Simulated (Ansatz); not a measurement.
Steps from a short run of molecular dynamics on a 2×2×2 supercell (32 atoms) of C (lonsdaleite), relaxed with r2SCAN; forces from PBE in Ansatz, 6×6×2 mesh, Fermi-Dirac smearing of 0.020 eV, a Nosé-Hoover thermostat at fixed volume, set at 200 K. Classical nuclei, no spin polarisation; a few dozen steps show the first response, not equilibrium.

Cell vectors in Å:
```
 5.0064  0.0000  0.0000
-2.5032  4.3357  0.0000
 0.0000  0.0000  8.3377
```

Question: At 3 fs the positions in Å are
```
C   -0.014   1.448   0.001
C    1.253   0.731   2.085
C   -0.005   1.456   1.565
C    1.246   0.712   3.634
C   -0.005   1.457   4.151
C    1.244   0.739   6.257
C    0.013   1.456   5.738
C    1.264   0.727   7.840
C   -1.247   3.618  -0.004
C    0.008   2.896   2.099
C   -1.244   3.619   1.550
C   -0.031   2.875   3.647
C   -1.243   3.617   4.188
C   -0.004   2.890   6.247
C   -1.253   3.621   5.719
C   -0.005   2.903   7.812
C    2.503   1.439  -0.008
C    3.754   0.710   2.080
C    2.521   1.433   1.572
C    3.764   0.705   3.678
C    2.500   1.422   4.168
C    3.756   0.732   6.234
C    2.497   1.441   5.737
C    3.757   0.716   7.812
C    1.257   3.632   0.000
C    2.511   2.887   2.078
C    1.248   3.618   1.552
C    2.495   2.894   3.648
C    1.253   3.608   4.180
C    2.508   2.893   6.238
C    1.246   3.598   5.750
C    2.505   2.877   7.817
```
What are the forces, and how far does the free energy (smearing included) lie above that of step 0, with the atoms on their sites?

Answer: 7.4 meV an atom; forces in eV/Å:
```
C    0.655   0.281   0.220
C    0.008  -0.407  -0.248
C    0.134  -0.321  -0.045
C    0.258   0.436   0.402
C    0.257  -0.912   0.971
C    0.459  -0.569   0.314
C   -0.684  -0.157  -0.663
C   -0.913  -0.036  -1.048
C   -0.170  -0.203   0.224
C   -0.619  -0.012  -0.704
C   -0.157  -0.118   0.501
C    1.340   0.923  -0.005
C   -1.012  -0.216  -1.000
C    0.007   0.314   0.579
C    0.022   0.024   0.592
C    0.220  -0.344  -0.027
C    0.358   0.123   0.685
C    0.399   0.345   0.687
C   -0.647   0.514  -0.397
C   -0.576   0.340  -1.234
C   -0.032   0.772   0.083
C    0.055  -0.584   0.953
C    0.170   0.225  -0.552
C   -0.025   0.569  -0.325
C   -0.231  -1.059  -0.194
C   -0.023   0.229   0.203
C    0.445  -0.370   0.436
C    0.387  -0.548   0.054
C   -0.312  -0.452   0.014
C   -0.200  -0.235   0.788
C    0.321   0.699  -0.946
C    0.105   0.751  -0.317
```

Question: At 9 fs the positions in Å are
```
C   -0.025   1.461   0.005
C    1.256   0.737   2.079
C   -0.011   1.469   1.570
C    1.241   0.702   3.618
C   -0.009   1.459   4.139
C    1.240   0.757   6.269
C    0.021   1.472   5.737
C    1.265   0.735   7.861
C   -1.241   3.623  -0.010
C    0.008   2.905   2.107
C   -1.234   3.627   1.539
C   -0.059   2.868   3.648
C   -1.249   3.619   4.197
C   -0.012   2.896   6.245
C   -1.256   3.638   5.710
C   -0.010   2.919   7.806
C    2.510   1.431  -0.009
C    3.761   0.693   2.087
C    2.540   1.422   1.581
C    3.769   0.678   3.709
C    2.494   1.397   4.168
C    3.758   0.738   6.218
C    2.490   1.439   5.735
C    3.762   0.717   7.798
C    1.262   3.644  -0.007
C    2.525   2.885   2.068
C    1.253   3.619   1.544
C    2.489   2.888   3.653
C    1.249   3.586   4.200
C    2.512   2.893   6.226
C    1.242   3.587   5.764
C    2.510   2.869   7.813
```
What are the forces, and how far does the free energy (smearing included) lie above that of step 0, with the atoms on their sites?

Answer: 20.5 meV an atom; forces in eV/Å:
```
C    1.037   0.247   0.147
C    0.002  -0.521  -0.275
C    0.331  -0.664  -0.068
C    0.279   0.711   0.807
C    0.292  -1.301   1.512
C    0.552  -0.916   0.116
C   -1.111  -0.523  -0.758
C   -1.191  -0.041  -1.721
C   -0.424  -0.182   0.353
C   -0.689  -0.142  -1.126
C   -0.415  -0.255   0.823
C    2.169   1.180   0.044
C   -1.306  -0.344  -1.604
C    0.110   0.465   0.692
C   -0.057  -0.193   1.118
C    0.435  -0.686   0.129
C    0.369   0.413   0.858
C    0.462   0.712   0.848
C   -1.032   0.874  -0.682
C   -0.857   0.698  -2.133
C    0.104   1.339   0.090
C    0.038  -0.761   1.438
C    0.445   0.291  -0.623
C   -0.036   0.754  -0.083
C   -0.258  -1.549  -0.253
C   -0.264   0.223   0.518
C    0.624  -0.583   0.723
C    0.533  -0.853  -0.039
C   -0.410  -0.336  -0.395
C   -0.302  -0.264   1.291
C    0.489   1.129  -1.438
C    0.084   1.075  -0.312
```

Question: At 24 fs the positions in Å are
```
C    0.013   1.473   0.003
C    1.261   0.732   2.072
C    0.012   1.444   1.570
C    1.235   0.721   3.651
C   -0.015   1.406   4.195
C    1.246   0.736   6.256
C   -0.028   1.450   5.724
C    1.234   0.750   7.796
C   -1.264   3.636   0.002
C    0.005   2.896   2.066
C   -1.255   3.622   1.567
C    0.008   2.888   3.651
C   -1.294   3.599   4.141
C   -0.009   2.924   6.258
C   -1.272   3.632   5.759
C    0.009   2.902   7.818
C    2.523   1.460   0.013
C    3.781   0.717   2.113
C    2.517   1.454   1.553
C    3.737   0.688   3.623
C    2.502   1.431   4.169
C    3.759   0.722   6.264
C    2.515   1.448   5.725
C    3.768   0.744   7.815
C    1.269   3.597  -0.016
C    2.513   2.878   2.099
C    1.284   3.594   1.570
C    2.496   2.835   3.642
C    1.230   3.570   4.166
C    2.502   2.891   6.277
C    1.257   3.628   5.717
C    2.515   2.905   7.809
```
What are the forces, and how far does the free energy (smearing included) lie above that of step 0, with the atoms on their sites?

Answer: 13.4 meV an atom; forces in eV/Å:
```
C   -0.594  -0.617  -0.097
C   -0.096  -0.042   0.614
C   -0.075   0.384  -0.308
C    0.078  -0.564  -0.212
C   -0.190   1.186  -1.261
C   -0.260   0.244  -0.281
C    0.959   0.328   0.591
C    1.086  -0.259   0.984
C    0.599  -0.048  -0.100
C    0.327  -0.227   0.892
C    0.383  -0.036  -0.275
C   -1.566  -0.959  -0.281
C    1.480   0.103   1.381
C    0.046  -0.841  -0.310
C    0.349  -0.348  -1.199
C   -0.384   0.431  -0.092
C   -0.465  -0.242  -0.736
C   -0.610  -0.224  -1.639
C    0.235  -0.621   0.488
C    0.667   0.293   1.441
C   -0.153  -0.815   0.081
C   -0.238   0.392  -0.496
C   -0.499  -0.054   0.459
C   -0.119  -0.702   0.258
C   -0.138   1.250   0.933
C    0.032  -0.048  -0.544
C   -0.890   0.657  -0.486
C   -0.162   1.488   0.054
C    0.759   0.963   0.022
C    0.025   0.203  -1.038
C   -0.422  -0.741   0.763
C   -0.164  -0.534   0.397
```
